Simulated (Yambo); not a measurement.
Yambo run on KF (rock salt, space group Fm-3m, No. 225). The wavefunctions are norm-conserving LDA (Quantum ESPRESSO, 84 Ry, without SOC) ones on a 4×4×4 mesh (8 occupied bands); a = b = c = 3.6474 Å, α = β = γ = 60.00°.

Yambo input:

```
rim_cut
gw0
dyson
el_el_corr
HF_and_locXC
ppa
em1d
RandQpts= 1000000
RandGvec= 1 Ry
EXXRLvcs= 84 Ry
VXCRLvcs= 336 Ry
Chimod= "HARTREE"
% BndsRnXp
 1 | 73 |
%
NGsBlkXp= 14 Ry
% LongDrXp
 1.0 | 1.0 | 1.0 |
%
PPAPntXp= 27.2114 eV
% GbndRnge
 1 | 73 |
%
GTermKind= "none"
DysSolver= "n"
ExtendOut
% QPkrange
 1 | 1 | 8 | 9 |
%
```

k points by index: 1 = Γ.

Table of the .qp output:

```
#    K-point    Band    Eo [eV]    E [eV]    E-Eo [eV]    Vxc [eV]    Vnlxc [eV]    Sc|Eo [eV]    Sc|E [eV]    dSc/dw|Eo [eV]    Re(Z)    Im(Z)
#
    1    8    0.000000    -2.279266    -2.279266    -21.75680    -29.55025    4.980993    5.514179    -6.365190    0.810426    -0.001018
    1    9    6.395576    8.087601    1.692025    -9.394156    -4.573630    -2.927962    -3.128502    -3.224991    0.894041    -0.587659E-3
```
(The two width columns are left out.) Convergence of these settings isn't established.

Geometry relaxed with LDA.
